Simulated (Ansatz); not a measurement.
Zr2Ir: pressure against volume

Zr2Ir, I4/mcm, a = 6.461 Å, c = 5.649 Å. The structure is a Materials Project entry; whether it is the stable form wasn't checked. Ansatz: PBEsol, PAW, 420 eV, Γ-centred 8×8×8 mesh on 6 atoms, Gaussian smearing 0.10 eV; no spin polarisation. Shape and atoms are relaxed at each volume; pressure is positive in compression.

```
V (Å³/atom) P (GPa)
     17.296    23.75
     17.885    16.25
     18.475     9.97
     19.064     4.64
     19.654     0.02
     20.244    -3.85
     20.833    -7.16
     21.619        ?
```

Task: Take V0 = 19.654 Å³/atom, count pressures from its P0 = 0.02 GPa, fit the third-order Birch–Murnaghan form to the other rows, and predict the missing pressure.

Result: With the Eulerian strain f = ½[(V0/V)^(2/3) − 1] and y = (P − P0)/[3f(1 + 2f)^(5/2)], the form is the line y = B0 + 1.5 B0 (B0′ − 4) f. Rows (f, y): 0.04447, 143.7; 0.03245, 142.5; 0.02105, 142.1; 0.01026, 142.7; -0.00976, 138.8; -0.01905, 138.4. Means f = 0.01324, y = 141.37; Σ(Δf)² = 0.002986, ΣΔfΔy = 0.2512; the slope is their ratio. y = 140.3 + 84.14 f GPa, so B0 = 140.3 GPa and B0′ = 4 + 2 × (84.14)/(3 × 140.3) = 4.40. At V = 21.619, f = -0.03078, y = 137.71 and P = -10.83 GPa. The run gave -11.17 GPa, so the fit is 0.34 GPa too high, 0.97 % of the span of the series, against an rms of 0.04 GPa on the fitted rows. The row lies outside the fitted range. A fourth-order term fitted to the same rows gives P = -10.71 GPa at this row's volume (the line -10.83, the run -11.17), no gain.

Spin–orbit coupling is left out, which can shift energies with elements as heavy as these.

Cost: 8 runs of about 14 core-minutes in all, on Arm Neoverse V1 (shared hosts).